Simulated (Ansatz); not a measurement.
**Stationary points along a deformation path in Ta**

Computed with DFT r2SCAN, scalar-relativistic, plane waves, PAW in Ansatz. The runs took a 500 eV cutoff, a Γ-centred 24×24×14 mesh and Gaussian smearing (0.15 eV). Spin–orbit coupling is left out, which can shift energies with elements as heavy as these. No spin polarisation. Energies are free energies at this smearing, counted from the undisturbed cell; pressure is positive in compression.

Reference structure (relaxed at this level; with this scan's settings it stands at 0.1 GPa; this form isn't the usual structure):

```xyz
2
Lattice="2.8880 0.0000 0.0000 -1.4440 2.5011 0.0000 0.0000 0.0000 5.1181" Properties=species:S:1:pos:R:3 pbc="T T T"
Ta    1.4440    0.8337    3.8386
Ta    0.0000    1.6674    1.2795
```

At fixed volume and fractional coordinates, lengths along (0.000, 0.000, 1.000) are scaled against those across it; ρ is that ratio over its starting value. V = 18.484 Å³/atom. Δσ is the stress along the axis less the mean stress across it (compression positive).

| ρ | ΔE (meV/atom) | Δσ (GPa) | space group |
| --- | --- | --- | --- |
| 0.850 | 133.1 | 13.69 | P6_3/mmc |
| 0.920 | 48.0 | 13.00 | P6_3/mmc |
| 0.960 | 12.9 | 7.90 | P6_3/mmc |
| 1.000 | 0.0 | -0.02 | P6_3/mmc |
| 1.050 | 20.7 | -11.19 | P6_3/mmc |
| 1.100 | 81.1 | -22.66 | P6_3/mmc |
| 1.200 | 306.0 | -44.85 | P6_3/mmc |

Task: How does the stress give the slope of the energy, and where is the energy stationary?

Result: Along the path d ln(length) is 2/3 d ln ρ on the axis and −1/3 d ln ρ across it, so dE/d ln ρ = −(2/3) V Δσ: the energy falls with ρ where Δσ is positive. Δσ vanishes or changes sign at ρ = 1.000 (P6_3/mmc), a minimum at 0.0 meV/atom. Pairs of stationary points between two samples would go unseen, and could change a minimum read from distant neighbours into a maximum.

Task: Integrate that slope from ρ = 1 to 1.200 by the trapezoid rule.

Result: With V/N in Å³ and 1 eV/Å³ = 160.2 GPa the slopes at ρ = 1.000, 1.050, 1.100, 1.200 are 2, 860, 1743, 3450 meV/atom per unit of ln ρ. The steps add 21.0 + 60.5 + 225.9 = 307.5 meV/atom, against 306.0 from the energies; the trapezoid rule misses the curvature of the slope within each step.

In a metal these slopes depend on the k mesh and the smearing.

Cost: 7 runs of about 6 core-minutes in all, on Intel Xeon Processor @ 2.50GHz (Skylake/Cascade Lake) (shared hosts).